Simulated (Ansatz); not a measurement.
## Formation energy of TaTe (zincblende structure)

Level of theory: DFT, PBEsol, scalar-relativistic, collinear spin; plane waves to 420 eV with PAW datasets (Ansatz 0.2.0), 8×8×8 k-mesh, Gaussian smearing of 0.05 eV; PAW files: Ansatz's generated set soft_2.

The cell came from substitution into a structure type; whether the compound takes it is for experiment to say.

The structure is cubic, space group F-43m (No. 216). The conventional cell has a = 6.234 Å, b = 6.234 Å, c = 6.234 Å, α = 90.00°, β = 90.00°, γ = 90.00°. Ta (site symmetry -43m) is surrounded by 4 Te at 2.70 Å. Te (site symmetry -43m) is surrounded by 4 Ta at 2.70 Å. (Shells end 15 % past the nearest neighbour.)

The elements were computed in their standard states with the same datasets, cutoff and functional. The compound's run is ferromagnetic, with site spin moments Ta 1.17 μB. Absolute energies hang on the potentials; compare differences alone.

Energy of the relaxed cell (2 atoms, smearing extrapolated to zero): -16705.925 eV. Elements, in eV/atom: Ta -9806.500, Te -6901.513.

What is the formation energy?

[-16705.925 − (1 × -9806.500 + 1 × -6901.513)] / 2 = 1.04 eV/atom, or 101 kJ per mole of atoms.

The value is for 0 K, without zero-point energy. A positive value means that this structure is unstable even against the elements at this level.

No spin–orbit coupling, a notable omission for heavy elements. The run wasn't fully tested for a lower electronic state. Site moments are of spin, integrated over atomic spheres. Only parallel moments were tried, so the real magnetic order may be another.
